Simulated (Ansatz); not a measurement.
ZnO in space group Pm-3n (No. 223; Zn on 6c, O on 6d), PBE (plane waves, PAW; program Ansatz). The conduction-band minimum lies at Γ, with 1 equivalent valley. Second derivatives d²E/dk² of the lowest band at one valley (eV·Å²), along Cartesian directions:

```
direction  d²E/dk²
---------  -------
[100]        36.37
[010]        36.37
[001]        36.37
[110]        36.38
[101]        36.38
[011]        36.38
```

Question: Find the principal effective masses, the density-of-states mass and the conductivity mass.

Answer: Off-diagonal terms follow from H_xy = H[110] − (H_xx + H_yy)/2, and m*/mₑ = 7.620 eV·Å² over each eigenvalue: 0.21, 0.21, 0.21. One valley's DOS mass (m₁m₂m₃)^(1/3) = 0.21, conductivity mass 3/(Σ 1/mᵢ) = 0.21 mₑ.

Question: What effective density of states Nc follows at 300 K for parabolic valleys?

Answer: Nc = 2.509e19 × 1 × (0.21)^(3/2) ≈ 2.4e18 cm⁻³.

The start of the workflow was typed in or built on a structure type; neither database checked (COD, Materials Project) lists it. It is not the phase usual at ambient conditions (space group No. 186). Symmetry was held in the PBE relaxation; its stability against distortions is not shown here.

Potentials: the earlier of the program's two PAW sets.

Edges and masses are those of Kohn–Sham bands, whose gap is no quasiparticle gap.
